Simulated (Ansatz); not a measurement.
Competing collinear orders in ScCo (Pm-3m)

```
Sc Co
1.0
     3.14500    0.00000    0.00000
     0.00000    3.14500    0.00000
     0.00000    0.00000    6.29000
Sc Co
2 2
Direct
  0.50000 0.50000 0.25000
  0.50000 0.50000 0.75000
  0.00000 0.00000 0.00000
  0.00000 0.00000 0.50000
```

The source of the geometry is a structure as deposited in COD, repeated to hold the magnetic orders; atoms and cell stay fixed.

Settings: r²SCAN, 8×8×4 k mesh, Fermi–Dirac smearing of 0.05 eV. PAW means Ansatz 0.2.0 on its default frozen-core files. Site moments are integrated in spheres about the atoms. Start moments (μB): Co3 2, Co4 2.

Energies count from the run that starts all moments parallel. Patterns list the atoms that start with 0.5 μB or more.

```json
{"start": "Co3↑, Co4↑", "ΔF PAW (meV/atom)": "0.0", "largest moment, PAW (μB)": "1.17", "M, PAW (μB/cell)": "0.71", "order at the end, PAW": "kept", "P, PAW (GPa)": "-0.6"}
{"start": "Co3↑, Co4↓", "ΔF PAW (meV/atom)": "-9.8", "largest moment, PAW (μB)": "?", "M, PAW (μB/cell)": "0.00", "order at the end, PAW": "kept", "P, PAW (GPa)": "-0.7"}
{"start": "no spin polarisation", "ΔF PAW (meV/atom)": "?", "largest moment, PAW (μB)": "0.00", "M, PAW (μB/cell)": "0.00", "order at the end, PAW": "–", "P, PAW (GPa)": "-5.3"}
```

Q: Give the missing entry: row "no spin polarisation", column "ΔF PAW (meV/atom)".

A: +81.1.

Q: Fill in "largest moment, PAW (μB)" for the row "Co3↑, Co4↓".

A: 1.20.

Q: Map the PAW energies of the orders that kept their pattern on E = −Σ J s_i s_j over ordered pairs, with couplings only between Co atoms 3.15 Å apart. What J follows?

A: Per Co atom, ΔE = Σ J·(n_parallel state − n_order), where n is the mean of Σ s_i s_j over a shell: Co3↑, Co4↓ has ΔE = -19.6 meV and Δn = 4.0. This gives J(3.15 Å) = -4.90 meV, which fits exactly since there are as many orders as couplings. All other shells are lumped into these numbers, so they are effective couplings.

The lowest of these ends as follows. Site moments (μB): Sc1 0.00, Sc2 0.00, Co3 1.20, Co4 -1.20. Cell moment 0.00 μB. Orders of other supercells weren't tried and can lie lower.

The PAW files were made with PBE; the program remakes their cores once for the run's functional and then keeps them frozen. The Ansatz runs typed with the search for lower states off end where their start leads. r²SCAN is known to give itinerant transition metals moments and polarisation energies that are too large. The magnetic state is the one that this cell and start allow. It needn't be the compound's measured order, which may need a larger cell or be absent. Left out because it ended in another state than the parallel PAW run, so its series has no common zero: LAPW, parallel moments.
